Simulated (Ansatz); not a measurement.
A geometry of Pt away from equilibrium: the start of the relaxation of a generated cell, Pt placed in the AFLOW prototype A_cI16_206_c (as in Si). These are PBEsol (plane waves to 420 eV, PAW, scalar-relativistic; Ansatz, a first-principles code) values and carry that method's errors. Γ-centred k-mesh 8×8×8 on the run's cell (coarser than for final values), Fermi–Dirac smearing 0.05 eV.

```xyz
8
Lattice="-3.1113 3.1113 3.1113 3.1113 -3.1113 3.1113 3.1113 3.1113 -3.1113" Properties=species:S:1:pos:R:3 pbc="T T T"
Pt     0.9328     0.9328     0.9328
Pt    -0.9328     2.1785     0.9328
Pt     2.1785     0.9328    -0.9328
Pt     0.9328    -0.9328     2.1785
Pt     2.1785     2.1785     2.1785
Pt     0.9328     4.0441    -0.9328
Pt     4.0441    -0.9328     0.9328
Pt    -0.9328     0.9328     4.0441
```

Question: Predict the force on each atom, in eV/Å.

Answer: 
| atom | Fx | Fy | Fz |
|---|---|---|---|
| Pt1 | -4.14 | -4.14 | -4.14 |
| Pt2 | 4.14 | 4.14 | -4.14 |
| Pt3 | 4.14 | -4.14 | 4.14 |
| Pt4 | -4.14 | 4.14 | 4.14 |
| Pt5 | 4.14 | 4.14 | 4.14 |
| Pt6 | -4.14 | -4.14 | 4.14 |
| Pt7 | -4.14 | 4.14 | -4.14 |
| Pt8 | 4.14 | -4.14 | -4.14 |

Question: What is the pressure?

Answer: +115 GPa, compression positive.

Question: How much energy per atom can still be gained by relaxing?

Answer: 1.56 eV/atom; the path ends in Ia-3 (No. 206) (AFLOW prototype A_cI16_206_c (as in Si)).

No spin polarisation in the result.

The run could not lose the symmetry of its start: the end is stationary, and may be a saddle point rather than a minimum.

The end of the path is a generated cell of Pt: the first start was made by placing the elements on the sites of a structure type, and the end was not matched to a known phase here, so it may be hypothetical. Known forms of Pt include space group No. 225.
